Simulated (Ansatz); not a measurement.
Here is the system:

W:
```
CELL_PARAMETERS angstrom
     -1.56807     1.56807     1.56807
      1.56807    -1.56807     1.56807
      1.56807     1.56807    -1.56807
ATOMIC_POSITIONS crystal
  W  0.00000 0.00000 0.00000
```

This is the LDA-relaxed structure.

Task: All from DFT-LDA in the program Ansatz with PAW potentials, unless another level is named. Estimate the Young's modulus.

Result: 412 GPa.

Task: Next, the elastic constants (relaxed ions, GPa)?

Result: C11 = 567, C12 = 219, C44 = 150.

Space group Im-3m (bcc (W type)). Symmetry was held in the LDA relaxation. The run is not spin-polarised. As this level gives no gap, shear constants depend on the k-mesh and smearing (Fermi–Dirac, 0.1 eV here). Scalar-relativistic: spin–orbit coupling is off unless named, which matters more the heavier the elements.

Potentials: the earlier of the program's two PAW sets.
